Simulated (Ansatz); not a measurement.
Clean, relaxed (101) surface of WC, space group P-6m2 (No. 187) (top face towards +c; atoms held fixed, by place in the list: 1, 2, 3, 4, 5, 6, 7, 8, 9, 10, 11, 12, 13, 14, 15, 16):

```xyz
32
Lattice="5.8038 0.0000 0.0000 -2.9019 7.5736 0.0000 0.0000 0.0000 22.9531" Properties=species:S:1:pos:R:3 pbc="T T T"
W     2.9019    5.4546    8.5000
W     4.3529    1.6678    8.5000
W     0.0000    5.4546    8.5000
W     1.4510    1.6678    8.5000
C     0.0000    0.0524    8.8133
C    -1.4510    3.8392    8.8133
C     2.9019    0.0524    8.8133
C     1.4510    3.8392    8.8133
W     2.9019    3.3357   10.3799
W     1.4510    7.1225   10.3799
W     0.0000    3.3357   10.3799
W    -1.4510    7.1225   10.3799
C     2.9019    5.5071   10.6932
C     4.3529    1.7203   10.6932
C     0.0000    5.5071   10.6932
C     1.4510    1.7203   10.6932
W     2.9015    1.2172   12.2789
W     1.4505    5.0040   12.2789
W    -0.0004    1.2172   12.2789
W    -1.4514    5.0040   12.2789
C     2.9012    3.3732   12.5670
C     1.4502    7.1600   12.5670
C    -0.0007    3.3732   12.5670
C    -1.4517    7.1600   12.5670
W    -0.0008    6.6343   14.1324
W     1.4502    2.8475   14.1324
W     2.9011    6.6343   14.1324
W     4.3521    2.8475   14.1324
C     2.9013    1.3679   14.4188
C     1.4503    5.1547   14.4188
C    -0.0006    1.3679   14.4188
C    -1.4516    5.1547   14.4188
```

Theory: DFT PBE+D3(BJ), scalar-relativistic, plane waves, PAW in Ansatz. Cutoff 420 eV; k points 6×4×1 on the computed 32-atom cell (Γ-centred); Gaussian smearing, width 0.10 eV; no spin polarisation. A dipole correction removes the field between periodic images along c.

F2 is put at the hollow (C-W) at (0.76, 0.53) site, one adsorbate per 44.0 Å², and relaxed. E_ads counts from the clean slab and the free adsorbate (spin-polarised where it has unpaired electrons); negative means bound. Heights count from the highest slab atom after relaxation. Bonded neighbours lie within 1.25 times the sum of covalent radii (1.35 for H) and, on that scale, within 12 % of the closest. With the adsorbate the cell is lengthened along c to keep the vacuum.

(1) How strongly does it bind, and where does its anchoring atom end?

(2) How high does its anchoring atom sit over the highest slab atom, and what is the shortest contact with the surface?

(3) The clean face has a work function of 4.46 eV. How does the adsorbate change it?

(4) Does the adsorbate stay in one piece?

Each end is the local minimum or symmetric point that its start leads to. The slab is only 6.0 Å thick, so the energies aren't converged with thickness.

Spin polarisation was left out, and a magnetic state may lie lower.

Results:

(1) -7.37 eV; at (0.45, 0.40), 1 bonded neighbour (W).

(2) 1.73 Å; F–W 1.88 Å.

(3) By +2.03 eV.

(4) No, it dissociates on the surface.